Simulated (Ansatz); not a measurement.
Data:

ZrIr₂:
```cif
data_Ir16Zr8
_chemical_formula_sum 'Zr8 Ir16'
_space_group_name_H-M_alt 'Fd-3m :1'
_space_group_IT_number 227
_space_group_name_Hall 'F 4d 2 3 -1d'
_cell_length_a 7.34614
_cell_length_b 7.34614
_cell_length_c 7.34614
_cell_angle_alpha 90.000
_cell_angle_beta 90.000
_cell_angle_gamma 90.000
loop_
_atom_site_label
_atom_site_type_symbol
_atom_site_symmetry_multiplicity
_atom_site_Wyckoff_symbol
_atom_site_fract_x
_atom_site_fract_y
_atom_site_fract_z
_atom_site_occupancy
Zr1 Zr 8 a 0.00000 0.00000 0.00000 1
Ir1 Ir 16 d 0.62500 0.62500 0.62500 1
```
(The calculation used a cell of 6 atoms; values per cell refer to that cell.)

This is the PBEsol-relaxed structure.

Q: All from PBEsol in the plane-wave PAW code Ansatz, unless another level is named. Predict the Hill bulk and shear moduli.

A: 270 and 136 GPa.

Q: And the elastic constants (relaxed ions, GPa)?

A: C11 = 411, C12 = 199, C44 = 162.

Q: Predict the highest zone-centre frequency.

A: 258 cm^-1.

The first step of the workflow began from a Materials Project structure, measured or hypothetical; the Crystallography Open Database files this formula in space group No. 227, but the cells were not matched. Whether it is the stable phase at ambient conditions was not checked. The cell was relaxed with PBEsol under the symmetry of its start. At this level the phase is dynamically unstable (imaginary phonons). The run is not spin-polarised. As this level gives no gap, shear constants depend on the k-mesh and smearing (Fermi–Dirac, 0.1 eV here). As this level gives no gap, phonon frequencies hold no LO–TO term and depend on the k-mesh and smearing (Fermi–Dirac, 0.1 eV here). Spin–orbit coupling is left out wherever it is not named.

Potentials: the later of the program's two PAW sets.
